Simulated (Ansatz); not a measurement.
Data:

Ba₃MgNb₂O₉:
Space group P-3m1 (No. 164); a = b = 5.750 Å, c = 7.059 Å, α = β = 90.00°, γ = 120.00°

```
atom  site  symmetry       x       y       z
----  ----  --------  ------  ------  ------
Ba      1a      -3m.  0.0000  0.0000  0.0000
Ba      2d       3m.  0.6667  0.3333  0.3335
Mg      1b      -3m.  0.0000  0.0000  0.5000
Nb      2d       3m.  0.3333  0.6667  0.1784
O       6i       .m.  0.1712  0.3424  0.3258
O       3e     .2/m.  0.0000  0.5000  0.0000
```

This is the PBEsol-relaxed structure.

Question: All from DFT-PBEsol in the program Ansatz with PAW potentials, unless another level is named. Give the Born charges (a third of the trace).

Answer: Ba +2.75 to +2.83, Mg +2.86, Nb +6.60, O -2.99 to -2.58 e.

Question: And the static dielectric constant ε0 (ions relaxed, cell fixed)?

Answer: 46.5 (xx = yy), 29.6 (zz).

Question: What about the electronic dielectric constant ε∞ (DFPT)?

Answer: 4.99 (xx = yy), 4.82 (zz).

The workflow started from a Materials Project entry (that database holds measured and hypothetical structures alike); the Crystallography Open Database files this formula in space group No. 164, but the cells were not matched. Its standing as an ambient phase is unchecked. Symmetry was held in the PBEsol relaxation; whether a distortion lowers the energy is not shown. The run is not spin-polarised. Spin–orbit coupling is left out wherever it is not named.

Potentials: the later of the program's two PAW sets.
